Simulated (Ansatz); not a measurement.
Calculation for Sn (sc type): DFT, PBEsol, all-electron PAW with datasets made for the crystal, scalar-relativistic (Ansatz 0.2.0). This run: the series' base cell.

The cell comes from a relaxation on PAW files under the same functional, begun from a prototype that needn't be the stable phase.

Command: `ansatz run input.yaml --threads 1 --pin off --max-ram 2048MiB --backend cpu --events-out ev --progress --plain --runs-dir out` It took 6.1 s on 1 thread of Arm Neoverse V1, with other jobs on the host, peak memory 0.32 GiB.

```yaml
crystal:
  lattice:
    - [3.0331809074, 0.0, 0.0]
    - [0.0, 3.0331809074, 0.0]
    - [0.0, 0.0, 3.0331809074]
  atoms:
    - { symbol: Sn, position: [0.0, 0.0, 0.0] }
kpoints:
  mp_grid: { grid: [14, 14, 14] }
scf:
  occupations: { method: fermi_dirac, width: 0.1 }
hamiltonian:
  xc: pbesol
  pseudopotentials: { kind: all_electron, datasets: crystal }
output:
  forces: true
  stress: true
  eigenvalues: true
```

Output:

```
hamiltonian.pseudopotentials.datasets: crystal makes datasets for this crystal and solves the spheres of its atoms anew in each pass: cutoff 240.0 eV, the density's 960.0 eV; for an error of 0.50 meV an atom under PBE, 0.5 meV for the cell; an energy difference from a run of another recipe may be off by several times the error for the cell, under r2SCAN by more, where some 0.1 meV an atom stays at smaller errors; Sn in spheres of 1.376 Å, 14 of its electrons in bands
Engine: ansatz 0.2.0
Pseudopotentials: kind: all_electron
Pseudopotential: Sn, paw, valence charge 14, recommended cutoff 240 eV (normal), crystal/all_electron/pbesol/scalar/gaussian/Sn, Koelling and Harmon's equation, gaussian nucleus
Functional definition: PBEsol
  exchange = pbesol_x
  correlation = pbesol_c
Crystal: 1 atoms, lattice volume = 27.906 Å³
Basis set: ecut = 240 eV, 251 PW (Γ), exchange–correlation on 32×32×32 points (8 copies of the dense FFT grid, shifted against one another)
Bands: 11, of which v1, the nominal top of the filled ones, is band 7 counted from 1 (6 counted from 0)
Symmetry: 48 space group operations
Space group: Pm-3m (ITA 221), of the structure as read, at distance tolerance 3.0e-5 Å
k-points: 120 of 2744
Non-local potential: Sn, projectors of the file, l = 0: 1, l = 1: 1, l = 2: 2
PAW form: soft (Blöchl's): semilocal exchange-correlation on the pseudo side does not see the compensation charge
PAW one-centre angular grid: Sn, 590 points (default); XC on its mesh's 1863 points in the sphere
Initial density: superposition of atomic densities (neutral atoms: chi_scale 0, normalization atom)
Initial wavefunctions: pseudopotential atomic-orbital guess
Functional: x = pbesol(κ = 0.804, μ = 0.12345679012345678), c = pbesol(β = 0.046)
iter 1 solved again at ethr=3.60e-4 eV; its pass at ethr=1.00e-1 eV (dr2=5.04e-2 eV) is discarded
SCF iter   1: F=—  HF=-168015.009042 eV  |F-HF|=—  |Δ(HF+E_count)|=         —  Δρ=1.38e-2  dr2=5.04e-2  ethr=3.60e-4  ⟨swp⟩=4.2  Hψ=7948  notcnv=0
preconditioner: auto → none  [metal: Δε(μ)=0.064 eV  Ē_g=22.942 eV  σ=0.100 eV  W_gap=0.16  n_scr=6 (ndim 8)  ℏωp=26.3 eV  f_vac=0.000  D(μ)=0.52/eV (n_scr^D=0)  sad-step TF]
SCF iter   2: F=—  HF=-168015.004640 eV  |F-HF|=—  |Δ(HF+E_count)|=   4.40e-3  Δρ=9.30e-3  dr2=2.31e-2  ethr=3.60e-4  ⟨swp⟩=2.0  Hψ=2198  notcnv=0  defer=1
iter 3 solved again at ethr=1.32e-6 eV; its pass at ethr=1.65e-4 eV (dr2=1.85e-4 eV) is discarded
SCF iter   3: F=—  HF=-168014.999265 eV  |F-HF|=—  |Δ(HF+E_count)|=   5.38e-3  Δρ=8.52e-4  dr2=1.71e-4  ethr=1.32e-6  ⟨swp⟩=2.7  Hψ=5516  notcnv=0
SCF iter   4: F=—  HF=-168014.999370 eV  |F-HF|=—  |Δ(HF+E_count)|=   1.05e-4  Δρ=3.28e-4  dr2=1.90e-5  ethr=1.22e-6  ⟨swp⟩=3.0  Hψ=2662  notcnv=0
SCF iter   5: F=—  HF=-168014.999419 eV  |F-HF|=—  |Δ(HF+E_count)|=   4.89e-5  Δρ=2.75e-5  dr2=1.97e-7  ethr=1.35e-7  ⟨swp⟩=3.0  Hψ=2998  notcnv=0
SCF iter   6: F=—  HF=-168014.999419 eV  |F-HF|=—  |Δ(HF+E_count)|=   3.58e-8  Δρ=1.79e-5  dr2=8.69e-8  ethr=1.41e-9  ⟨swp⟩=3.0  Hψ=3061  notcnv=0
SCF iter   7: F=-168014.999419 eV  HF=-168014.999419 eV  |F-HF|=1.63e-9  |Δ(HF+E_count)|=   7.65e-8  Δρ=2.17e-6  dr2=6.18e-10  ethr=6.21e-10  ⟨swp⟩=3.0  Hψ=3054  notcnv=0
SCF 1 converged in 7 iterations: F = -168014.999420 eV  dr2 = 6.18e-10
  Residual-converged pass: ⟨swp⟩=2.7  Hψ=1875  notcnv=0  max |occ|·‖R‖ = 3.7e-6 eV (tolerance 3.7e-6 eV)  dr2=5.97e-10  dr2_onsite=5.27e-9  max |Δocc| = 1.1e-7
  greatest PAW one-centre occupation: 0.989 electrons in one spin orbital (limit 2), on the Sn atom at site 0 (counted from 0), in its partial waves of l = 2
SCF converged after 7 iterations
Free energy (F): -168014.999420 eV
Harris-Foulkes:  -168014.999420 eV  (|F-HF|=1.63e-9)
Internal energy: -168014.982000 eV  (E = F + TS)
E sigma→0 (E₀):  -168014.990710 eV
Entropy (-TS):   -0.017420 eV (-17.420 meV/atom)
Past the cutoff: the bands carry plane waves up to 1.75 times it, of which those up to 1.5 times it add -0.000433 eV an atom, each by itself; the spheres take 0.000878 eV an atom off the energy for waves past 1.75 times it
By the cutoff:   a pressure is off by up to 0.010 GPa (1.2 times the spheres' own share and the shells' term, over an atom's volume, and 0.004 GPa: a bound that held against runs at twice the plane waves)
Past the cutoffs: a stress includes 0.0025 GPa for waves and charges beyond them, in addition to the slope of what the spheres take
In the spheres:  the bands' charges fall short by 6.6e-7 e at most (sound up to 1e-3)
Fermi energy:    12.893098 eV
--- Per-component energies (eV) ---
  E_band       = -49.406087
  E_kinetic    = 92.351962
  E_local      = -1030.290800  (includes V_loc(G=0)·N_el)
  E_nonlocal   = 202.249567
  E_hartree    = 486.067708
  E_xc         = -53.965379
  E_vxc        = -65.970660  (∫ρ·V_xc dr)
  E_paw        = -169602.486211  (= ΣΔE_a)
  E_vpaw       = -3431.003703  (= ΣTr[D̂ρ^β])
  E_ewald      = -1320.031923
  E_smearing   = -0.017420  (= −TS)
  E_closure    = 3211.123077  (closes the sum)
  Σ components = -168014.999420   (vs F -168014.999420, Δ=0.00e0)
  The terms above E_closure are by the made datasets' own strengths, without shells solved beside the bands.
--- Forces (eV/Å), atoms counted from 1 ---
  atom   1  Sn     0.00000000     0.00000000     0.00000000
  max |Σ_I F_I| component: 3.90e-32 eV/Å
--- Stress (GPa, compression-positive) ---
        0.000078      -0.000000       0.000000
       -0.000000       0.000078       0.000000
        0.000000       0.000000       0.000078
  P = ⅓ Tr σ = 0.0001 GPa (0.001 kbar)
--- Band table (eV; the first three rows and the last of 120) ---
  k-point 0: bands = ["-8.6118", "-8.6118", "-8.1827", "-8.1827", "-8.1827", "1.9619", "18.4024", "18.4024", "18.4024", "21.7449"]
  k-point 1: bands = ["-8.6107", "-8.5951", "-8.1883", "-8.1883", "-8.1822", "2.0459", "17.2857", "18.4934", "18.4934", "21.8059"]
  k-point 2: bands = ["-8.6077", "-8.5484", "-8.2040", "-8.2040", "-8.1809", "2.2979", "15.3773", "18.7607", "18.7607", "21.9895"]
  k-point 119: bands = ["-8.4278", "-8.4278", "-8.4278", "-8.0398", "-8.0398", "12.4215", "13.1202", "13.1202", "13.1202", "18.8399"]
```

Next run (volume at 0.95 of the series' base cell), as changes to the input before:

```diff
   lattice:
-    - [3.0331809074, 0.0, 0.0]
-    - [0.0, 3.0331809074, 0.0]
-    - [0.0, 0.0, 3.0331809074]
+    - [2.981761128, 0.0, 0.0]
+    - [0.0, 2.981761128, 0.0]
+    - [0.0, 0.0, 2.981761128]
   atoms:
```

Results part of the output:

```
SCF 1 converged in 7 iterations: F = -168014.986398 eV  dr2 = 5.67e-9
  Residual-converged pass: ⟨swp⟩=2.0  Hψ=1911  notcnv=0  max |occ|·‖R‖ = 3.7e-6 eV (tolerance 3.7e-6 eV)  dr2=5.70e-9  dr2_onsite=1.19e-8  max |Δocc| = 7.5e-9
  greatest PAW one-centre occupation: 0.989 electrons in one spin orbital (limit 2), on the Sn atom at site 0 (counted from 0), in its partial waves of l = 2
SCF converged after 7 iterations
Free energy (F): -168014.986398 eV
Harris-Foulkes:  -168014.986398 eV  (|F-HF|=1.12e-8)
Internal energy: -168014.970160 eV  (E = F + TS)
E sigma→0 (E₀):  -168014.978279 eV
Entropy (-TS):   -0.016238 eV (-16.238 meV/atom)
Past the cutoff: the bands carry plane waves up to 1.75 times it, of which those up to 1.5 times it add -0.000434 eV an atom, each by itself; the spheres take 0.000883 eV an atom off the energy for waves past 1.75 times it
By the cutoff:   a pressure is off by up to 0.010 GPa (1.2 times the spheres' own share and the shells' term, over an atom's volume, and 0.004 GPa: a bound that held against runs at twice the plane waves)
Past the cutoffs: a stress includes 0.0027 GPa for waves and charges beyond them, in addition to the slope of what the spheres take
In the spheres:  the bands' charges fall short by 6.9e-7 e at most (sound up to 1e-3)
Fermi energy:    13.817482 eV
--- Per-component energies (eV) ---
  E_band       = -37.493337
  E_kinetic    = 93.036595
  E_local      = -994.967453  (includes V_loc(G=0)·N_el)
  E_nonlocal   = 201.995578
  E_hartree    = 473.243664
  E_xc         = -54.397411
  E_vxc        = -66.537131  (∫ρ·V_xc dr)
  E_paw        = -169603.810864  (= ΣΔE_a)
  E_vpaw       = -3430.230184  (= ΣTr[D̂ρ^β])
  E_ewald      = -1342.795568
  E_smearing   = -0.016238  (= −TS)
  E_closure    = 3212.725299  (closes the sum)
  Σ components = -168014.986398   (vs F -168014.986398, Δ=0.00e0)
  The terms above E_closure are by the made datasets' own strengths, without shells solved beside the bands.
--- Forces (eV/Å), atoms counted from 1 ---
  atom   1  Sn     0.00000000     0.00000000     0.00000000
  max |Σ_I F_I| component: 2.26e-32 eV/Å
--- Stress (GPa, compression-positive) ---
        3.137563       0.000000       0.000000
        0.000000       3.137563      -0.000000
        0.000000      -0.000000       3.137563
  P = ⅓ Tr σ = 3.1376 GPa (31.376 kbar)
--- Band table (eV; the first three rows and the last of 120) ---
  k-point 0: bands = ["-7.7798", "-7.7798", "-7.2811", "-7.2811", "-7.2811", "2.5016", "19.5216", "19.5216", "19.5216", "22.8816"]
  k-point 1: bands = ["-7.7786", "-7.7608", "-7.2877", "-7.2877", "-7.2806", "2.5896", "18.3550", "19.6182", "19.6182", "22.9427"]
  k-point 2: bands = ["-7.7749", "-7.7072", "-7.3060", "-7.3060", "-7.2790", "2.8536", "16.3720", "19.9025", "19.9025", "23.1267"]
  k-point 119: bands = ["-7.5694", "-7.5694", "-7.5694", "-7.1177", "-7.1177", "13.7978", "14.0335", "14.0335", "14.0335", "19.8099"]
```

Next run (volume at 0.65 of the series' base cell), as changes to the input before:

```diff
   lattice:
-    - [2.981761128, 0.0, 0.0]
-    - [0.0, 2.981761128, 0.0]
-    - [0.0, 0.0, 2.981761128]
+    - [2.6274599156, 0.0, 0.0]
+    - [0.0, 2.6274599156, 0.0]
+    - [0.0, 0.0, 2.6274599156]
   atoms:
```

Results part of the output:

```
SCF 1 converged in 8 iterations: F = -168013.661368 eV  dr2 = 1.10e-10
  Residual-converged pass: ⟨swp⟩=2.0  Hψ=1573  notcnv=0  max |occ|·‖R‖ = 3.7e-6 eV (tolerance 3.7e-6 eV)  dr2=1.13e-10  dr2_onsite=7.45e-10  max |Δocc| = 7.0e-10
  greatest PAW one-centre occupation: 0.984 electrons in one spin orbital (limit 2), on the Sn atom at site 0 (counted from 0), in its partial waves of l = 2
SCF converged after 8 iterations
Free energy (F): -168013.661368 eV
Harris-Foulkes:  -168013.661368 eV  (|F-HF|=3.78e-10)
Internal energy: -168013.649440 eV  (E = F + TS)
E sigma→0 (E₀):  -168013.655404 eV
Entropy (-TS):   -0.011927 eV (-11.927 meV/atom)
Past the cutoff: the bands carry plane waves up to 1.75 times it, of which those up to 1.5 times it add -0.000293 eV an atom, each by itself; the spheres take 0.000406 eV an atom off the energy for waves past 1.75 times it
By the cutoff:   a pressure is off by up to 0.009 GPa (1.2 times the spheres' own share and the shells' term, over an atom's volume, and 0.004 GPa: a bound that held against runs at twice the plane waves)
Past the cutoffs: a stress includes 0.0017 GPa for waves and charges beyond them, in addition to the slope of what the spheres take
In the spheres:  the bands' charges fall short by 2.4e-6 e at most (sound up to 1e-3), those of shells solved beside the bands by 5.6e-8 e (sound up to 5e-4)
Fermi energy:    22.555874 eV
--- Per-component energies (eV) ---
  E_band       = 68.844845
  E_kinetic    = 131.721595
  E_local      = -2827.011518  (includes V_loc(G=0)·N_el)
  E_nonlocal   = 241.079224
  E_hartree    = 1434.697313
  E_xc         = -66.742611
  E_vxc        = -83.284240  (∫ρ·V_xc dr)
  E_paw        = -171111.363273  (= ΣΔE_a)
  E_vpaw       = -8210.039028  (= ΣTr[D̂ρ^β])
  E_ewald      = -3763.014908
  E_smearing   = -0.011927  (= −TS)
  E_closure    = 7946.984739  (closes the sum)
  Σ components = -168013.661368   (vs F -168013.661368, Δ=0.00e0)
  The terms above E_closure are by the made datasets' own strengths, without shells solved beside the bands.
--- Forces (eV/Å), atoms counted from 1 ---
  atom   1  Sn    -0.00000000     0.00000000     0.00000000
  max |Σ_I F_I| component: 4.93e-32 eV/Å
--- Stress (GPa, compression-positive) ---
       66.636156      -0.000000       0.000000
        0.000000      66.636156       0.000000
        0.000000       0.000000      66.636156
  P = ⅓ Tr σ = 66.6362 GPa (666.362 kbar)
  It holds what live shells' own plane waves past their cutoff add
--- Band table (eV; the first three rows and the last of 120) ---
  k-point 0: bands = ["-0.5929", "-0.5929", "0.8022", "0.8022", "0.8022", "7.4470", "29.4255", "29.4255", "29.4255"]
  k-point 1: bands = ["-0.5884", "-0.5456", "0.7825", "0.7825", "0.8039", "7.5681", "27.9482", "29.5744", "29.5744"]
  k-point 2: bands = ["-0.5757", "-0.4135", "0.7277", "0.7277", "0.8085", "7.9350", "25.4247", "30.0121", "30.0121"]
  k-point 119: bands = ["-0.0854", "-0.0854", "-0.0854", "1.2156", "1.2156", "22.4932", "22.4932", "22.4932", "26.7477"]
```

Next run (volume at 0.45 of the series' base cell), as changes to the input before:

```diff
   lattice:
-    - [2.6274599156, 0.0, 0.0]
-    - [0.0, 2.6274599156, 0.0]
-    - [0.0, 0.0, 2.6274599156]
+    - [2.3243551395, 0.0, 0.0]
+    - [0.0, 2.3243551395, 0.0]
+    - [0.0, 0.0, 2.3243551395]
   atoms:
```

Command: `ansatz run input.yaml --threads 1 --pin off --max-ram 2048MiB --backend cpu --events-out ev --progress --plain --runs-dir out` It took 7.6 s on 1 thread of Arm Neoverse V1 (shared host), peak memory 0.4 GiB.

Results part of the output:

```
SCF 1 converged in 7 iterations: F = -168008.389756 eV  dr2 = 1.90e-9
  Residual-converged pass: ⟨swp⟩=3.5  Hψ=2956  notcnv=0  max |occ|·‖R‖ = 3.7e-6 eV (tolerance 3.7e-6 eV)  dr2=2.12e-9  dr2_onsite=3.59e-9  max |Δocc| = 2.0e-8
  greatest PAW one-centre occupation: 0.968 electrons in one spin orbital (limit 2), on the Sn atom at site 0 (counted from 0), in its partial waves of l = 2
SCF converged after 7 iterations
Free energy (F): -168008.389756 eV
Harris-Foulkes:  -168008.389756 eV  (|F-HF|=3.14e-9)
Internal energy: -168008.378090 eV  (E = F + TS)
E sigma→0 (E₀):  -168008.383923 eV
Entropy (-TS):   -0.011666 eV (-11.666 meV/atom)
Past the cutoff: the bands carry plane waves up to 1.75 times it, of which those up to 1.5 times it add -0.000384 eV an atom, each by itself; the spheres take 0.000362 eV an atom off the energy for waves past 1.75 times it
By the cutoff:   a pressure is off by up to 0.010 GPa (1.2 times the spheres' own share and the shells' term, over an atom's volume, and 0.004 GPa: a bound that held against runs at twice the plane waves)
Past the cutoffs: a stress includes 0.0046 GPa for waves and charges beyond them, in addition to the slope of what the spheres take
In the spheres:  the bands' charges fall short by 8.5e-7 e at most (sound up to 1e-3), those of shells solved beside the bands by 2.0e-7 e (sound up to 5e-4)
Fermi energy:    35.025827 eV
--- Per-component energies (eV) ---
  E_band       = 209.751500
  E_kinetic    = 243.374622
  E_local      = -2724.984073  (includes V_loc(G=0)·N_el)
  E_nonlocal   = 335.165736
  E_hartree    = 1379.511760
  E_xc         = -106.521195
  E_vxc        = -126.749686  (∫ρ·V_xc dr)
  E_paw        = -170587.669231  (= ΣΔE_a)
  E_vpaw       = -7982.552442  (= ΣTr[D̂ρ^β])
  E_ewald      = -4253.726406
  E_smearing   = -0.011666  (= −TS)
  E_closure    = 7706.470696  (closes the sum)
  Σ components = -168008.389756   (vs F -168008.389756, Δ=0.00e0)
  The terms above E_closure are by the made datasets' own strengths, without shells solved beside the bands.
--- Forces (eV/Å), atoms counted from 1 ---
  atom   1  Sn    -0.00000000    -0.00000000     0.00000000
  max |Σ_I F_I| component: 2.96e-31 eV/Å
--- Stress (GPa, compression-positive) ---
      293.735568       0.000000       0.000000
        0.000000     293.735568       0.000000
        0.000000       0.000000     293.735568
  P = ⅓ Tr σ = 293.7356 GPa (2937.356 kbar)
  It holds what live shells' own plane waves past their cutoff add
--- Band table (eV; the first three rows and the last of 120) ---
  k-point 0: bands = ["8.2840", "8.2840", "11.5860", "11.5860", "11.5860", "14.4451", "42.3099", "42.3099", "42.3099", "47.9706"]
  k-point 1: bands = ["8.2965", "8.3829", "11.5347", "11.5347", "11.5902", "14.6090", "40.7199", "42.5323", "42.5323", "47.8531"]
  k-point 2: bands = ["8.3315", "8.6551", "11.3928", "11.3928", "11.6022", "15.1118", "37.7814", "43.1801", "43.1801", "47.5207"]
  k-point 119: bands = ["9.2698", "9.2698", "9.2698", "12.5080", "12.5080", "34.4921", "34.4921", "34.4921", "37.9375", "41.5075"]
```

Next run (volume at 0.4 of the series' base cell), as changes to the input before:

```diff
   lattice:
-    - [2.3243551395, 0.0, 0.0]
-    - [0.0, 2.3243551395, 0.0]
-    - [0.0, 0.0, 2.3243551395]
+    - [2.2348668008, 0.0, 0.0]
+    - [0.0, 2.2348668008, 0.0]
+    - [0.0, 0.0, 2.2348668008]
   atoms:
```

Command: `ansatz run input.yaml --threads 1 --pin off --max-ram 2048MiB --backend cpu --events-out ev --progress --plain --runs-dir out` It took 8 s on 1 thread of Arm Neoverse V1 (shared host), peak memory 0.42 GiB.

Results part of the output:

```
SCF 1 converged in 7 iterations: F = -168005.238049 eV  dr2 = 1.88e-9
  Residual-converged pass: ⟨swp⟩=3.5  Hψ=3080  notcnv=0  max |occ|·‖R‖ = 3.7e-6 eV (tolerance 3.7e-6 eV)  dr2=2.13e-9  dr2_onsite=3.22e-9  max |Δocc| = 1.5e-9
  greatest PAW one-centre occupation: 0.962 electrons in one spin orbital (limit 2), on the Sn atom at site 0 (counted from 0), in its partial waves of l = 2
SCF converged after 7 iterations
Free energy (F): -168005.238049 eV
Harris-Foulkes:  -168005.238049 eV  (|F-HF|=2.74e-9)
Internal energy: -168005.224455 eV  (E = F + TS)
E sigma→0 (E₀):  -168005.231252 eV
Entropy (-TS):   -0.013594 eV (-13.594 meV/atom)
Past the cutoff: the bands carry plane waves up to 1.75 times it, of which those up to 1.5 times it add -0.000355 eV an atom, each by itself; the spheres take 0.000366 eV an atom off the energy for waves past 1.75 times it
By the cutoff:   a pressure is off by up to 0.012 GPa (1.2 times the spheres' own share and the shells' term, over an atom's volume, and 0.004 GPa: a bound that held against runs at twice the plane waves)
Past the cutoffs: a stress includes 0.0068 GPa for waves and charges beyond them, in addition to the slope of what the spheres take
In the spheres:  the bands' charges fall short by 8.0e-7 e at most (sound up to 1e-3), those of shells solved beside the bands by 1.8e-7 e (sound up to 5e-4)
Fermi energy:    40.044091 eV
--- Per-component energies (eV) ---
  E_band       = 264.802656
  E_kinetic    = 289.173918
  E_local      = -2649.232477  (includes V_loc(G=0)·N_el)
  E_nonlocal   = 349.928385
  E_hartree    = 1342.683087
  E_xc         = -124.523752
  E_vxc        = -144.216797  (∫ρ·V_xc dr)
  E_paw        = -170426.875155  (= ΣΔE_a)
  E_vpaw       = -7903.894929  (= ΣTr[D̂ρ^β])
  E_ewald      = -4424.053742
  E_smearing   = -0.013594  (= −TS)
  E_closure    = 7637.675280  (closes the sum)
  Σ components = -168005.238049   (vs F -168005.238049, Δ=0.00e0)
  The terms above E_closure are by the made datasets' own strengths, without shells solved beside the bands.
--- Forces (eV/Å), atoms counted from 1 ---
  atom   1  Sn     0.00000000    -0.00000000     0.00000000
  max |Σ_I F_I| component: 1.97e-31 eV/Å
--- Stress (GPa, compression-positive) ---
      441.330361      -0.000000       0.000000
       -0.000000     441.330361       0.000000
        0.000000      -0.000000     441.330361
  P = ⅓ Tr σ = 441.3304 GPa (4413.304 kbar)
  It holds what live shells' own plane waves past their cutoff add
--- Band table (eV; the first three rows and the last of 120) ---
  k-point 0: bands = ["11.5763", "11.5763", "15.8176", "15.8176", "15.8176", "17.3273", "47.2721", "47.2721", "47.2721", "53.7959"]
  k-point 1: bands = ["11.5928", "11.6989", "15.7493", "15.7493", "15.8233", "17.5085", "45.6866", "47.5247", "47.5247", "53.5464"]
  k-point 2: bands = ["11.6393", "12.0342", "15.5607", "15.5607", "15.8392", "18.0670", "42.6588", "48.2570", "48.2570", "52.8815"]
  k-point 119: bands = ["12.7530", "12.7530", "12.7530", "16.9873", "16.9873", "39.3975", "39.3975", "39.3975", "41.6321", "46.7119"]
```

Spin–orbit coupling is left out, which matters for the heavy atoms. The structure type is held throughout; the real material can change phase at far lower pressure.
